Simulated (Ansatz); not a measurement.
Trial structures of Ga3Te2O: starts and ends

Computed with DFT PBE, scalar-relativistic, plane waves, PAW (Ansatz). All cells share a 420 eV cutoff and Γ-centred k meshes spaced at most about 0.3 Å⁻¹ (about 0.25 or finer for metals, 2π included). No spin polarisation in the final relaxations.

Each guess was relaxed in cell and atoms at zero pressure, within the symmetry of its start. Temperature and zero-point effects are left out. Coordination counts O or Te atoms around Ga (for each partner element, those within 1.25 times its shortest distance or 1.15 times the sum of covalent radii, where it is the nearest in units of that sum or under 1.3; the shortest distance is added where it exceeds 1.18 times the sum of covalent radii; a slash parts the counts of unlike sites).

```tsv
guess	made from	start group	V start (Å³/atom)	end group	V end (Å³/atom)	coordination at the end	gap on mesh (eV)	E over the lowest end (meV/atom)
1	DyB2Ru3 type	P6/mmm	21.5	P6/mmm	28.9	Ga 4	0	599
2	Er2Mg3Ru type	P4/mmm	27.7	P4/mmm	19.5	Ga 2 from 4.0 Å/4 from 3.2 Å	0	256
3	La2CuSi3 type	P-6m2	23.8	P-6m2	20.8	Ga 6 from 3.2 Å/9 from 2.4 Å	0	189
4	random cell	Pmmm	25.2	?	?	?	?	?
5	Sm2GeRu3 type	R-3m	21.6	R-3m	21.7	Ga 2	0	0
```

Guess 4 as it starts:

Space group Pmmm (No. 47). a = 4.242 Å, b = 5.023 Å, c = 7.092 Å, α = 90.00°, β = 90.00°, γ = 90.00°
```csv
atom,site,symmetry,x,y,z
Ga,2r,mm2,0.0000,0.5000,0.8340
Ga,1b,mmm,0.5000,0.0000,0.0000
Te,1a,mmm,0.0000,0.0000,0.0000
Te,1f,mmm,0.5000,0.5000,0.0000
O,1c,mmm,0.0000,0.0000,0.5000
```

Task: Predict the end of this guess and its energy over the lowest end.

Result: It ends in space group Pmmm (No. 47), with a = 4.728 Å, b = 5.705 Å, c = 5.727 Å, 25.7 Å³/atom and no gap. It lies 110 meV/atom over the lowest end, above guess 5 and below guess 3. The shortest distance is 2.36 Å (Ga–Ga) in this end and 2.58 Å (Ga–O) in the lowest (guess 5). The lowest (guess 5) holds Te–Te pairs (shortest 2.93 Å); in this end the shortest Te–Te distance is 4.04 Å.

```cif
data_structure
_symmetry_space_group_name_H-M 'Pmmm'
_symmetry_Int_Tables_number 47
_cell_length_a 4.7285
_cell_length_b 5.7046
_cell_length_c 5.7270
_cell_angle_alpha 90.000
_cell_angle_beta 90.000
_cell_angle_gamma 90.000
_cell_volume 154.48
loop_
_atom_site_label
_atom_site_type_symbol
_atom_site_symmetry_multiplicity
_atom_site_Wyckoff_symbol
_atom_site_fract_x
_atom_site_fract_y
_atom_site_fract_z
_atom_site_occupancy
Ga1 Ga 2 j 0.74903 0.00000 0.50000 1
Ga2 Ga 1 e 0.00000 0.50000 0.00000 1
Te1 Te 1 a 0.00000 0.00000 0.00000 1
Te2 Te 1 g 0.00000 0.50000 0.50000 1
O1 O 1 b 0.50000 0.00000 0.00000 1
```

Energies over the elements count from the elements' standard structures at the same level (O₂ as a molecule), with no fitted energy shifts.

Task: Is the lowest end bound against the elements?

Result: Yes: its formation energy is −0.06 eV/atom. It lies below the elements, which doesn't yet make it stable against other compounds or structures.

These runs have no spin–orbit coupling, which can matter for Te. In R-3m, Pmmm, P-6m2, P4/mmm, P6/mmm an odd number of electrons in the primitive cell allows no gap without spin; a larger cell or a magnetic state could open one. A magnetic state wasn't ruled out in cells without spin, among them R-3m, Pmmm, P-6m2, P4/mmm, P6/mmm. The reference form of Te is held partly by dispersion forces, which this level lacks. Cells relaxed within their symmetry can be saddle points. A lower structure may well exist outside this small set. Some types were kept out of the candidates beforehand, so the set may lack a known form.
